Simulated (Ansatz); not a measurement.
Task: Name crystals whose computed values (the program Ansatz at the LDA level (PAW)) fall in these windows: electron conductivity mass (mₑ) 1.1 to 1.3; gap (eV) 1.4 to 1.8.

Result: 

| crystal | electron conductivity mass (mₑ) | gap (eV) |
|---|---|---|
| Rb2NbCuSe4, Fddd (Rb on 16g, Nb on 8a, Cu on 8b, Se on 32h) | 1.2 | 1.62 |
Others may fit too.

Standing as an ambient phase not checked: Rb2NbCuSe4, Fddd (Rb on 16g, Nb on 8a, Cu on 8b, Se on 32h). The cell was relaxed under the symmetry of its start. Rows with no word on spin ran without spin polarisation. Spin–orbit coupling is left out wherever it is not named.

Potentials: the later of the program's two PAW sets.
